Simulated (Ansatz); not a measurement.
Zincblende BBi, relaxed with r2SCAN, was run in Ansatz 0.2.0 under altered settings. All numbers are computed, without spin polarisation but where a row says otherwise.

```
B Bi
1.0
     0.00000    2.74487    2.74487
     2.74487    0.00000    2.74487
     2.74487    2.74487    0.00000
B Bi
1 1
Direct
  0.00000 0.00000 0.00000
  0.25000 0.25000 0.25000
```

The base run's other keys:
```yaml
kpoints:
  mp_grid: { grid: [4, 4, 4] }
hamiltonian:
  xc: hse06
scf:
  occupations: { method: fixed }
  n_extra_bands: 4
```

It takes 13 iterations with 869 plane waves at 420 eV and 8 k points, and leaves a mean stress of -1.90 GPa. The gap over this mesh is 0.995 eV.

Outcomes, with energy and stress as changes against the base:
```tsv
setting	outcome	ΔF (meV/atom)	Δ mean stress (GPa)	gap on the mesh (eV)	iterations
PBE hybrid, exx coeff 0.15, omega 0.3 1/Å	converged	–	+1.4	0.600	12
PBE hybrid, exx coeff 0.4, omega 0.2078 1/Å	converged	–	-1.7	1.402	14
PBE hybrid, exx coeff 0.5, omega 0.5 1/Å	converged	–	-0.5	0.889	14
PBE hybrid, exx coeff 0.15, omega 0.2078 1/Å	converged	–	+1.1	0.701	12
basis.ecutwfc: 120	not converged	–	–	–	19
scf.occupations: gaussian 0.2	converged	0.0	0.0	0.995	18
```
A dash marks a value that wasn't obtained or can't be compared. Stress is positive in compression.

- PBE hybrid, exx coeff 0.15, omega 0.3 1/Å. That is 15 % exact exchange, screened with ω = 0.3 1/Å, against HSE06's 25 % screened at 0.208 1/Å. The mean stress moves by +1.4 GPa and the gap on the mesh by -0.395 eV (to 0.600). Totals of different functionals aren't comparable.
- PBE hybrid, exx coeff 0.4, omega 0.2078 1/Å. That is 40 % exact exchange, screened with ω = 0.2078 1/Å, against HSE06's 25 % screened at 0.208 1/Å. The mean stress moves by -1.7 GPa and the gap on the mesh by +0.407 eV (to 1.402). Totals of different functionals aren't comparable.
- PBE hybrid, exx coeff 0.5, omega 0.5 1/Å. That is 50 % exact exchange, screened with ω = 0.5 1/Å, against HSE06's 25 % screened at 0.208 1/Å. The mean stress moves by -0.5 GPa and the gap on the mesh by -0.106 eV (to 0.889). Totals of different functionals aren't comparable.
- PBE hybrid, exx coeff 0.15, omega 0.2078 1/Å. That is 15 % exact exchange, screened with ω = 0.2078 1/Å, against HSE06's 25 % screened at 0.208 1/Å. The mean stress moves by +1.1 GPa and the gap on the mesh by -0.295 eV (to 0.701). Totals of different functionals aren't comparable.
- basis.ecutwfc: 120. The loop closes, but the program refuses the state that it reached. Error: refused after 3 iterations: little_group_invariance = 1.74e0 (threshold 2.00e-3); the state that met every other criterion of the hybrid outer loop has lost the crystal's symmetry and is not regaining it fast enough for `scf.exx.max_outer_iter` (outer cycles, not inner-SCF steps) […]

Within 1 meV an atom, 0.1 GPa and 0.005 eV of the base stay: scf.occupations: gaussian 0.2.

Spin-orbit coupling is left out; in compounds of Pb, Bi, Tl or Hg it can lower a gap by up to about 1 eV, split its edges or invert the bands.

The stress of a hybrid is loosely converged in these runs.

The meshes of the hybrids are coarse, so their gaps aren't converged to the digits shown.
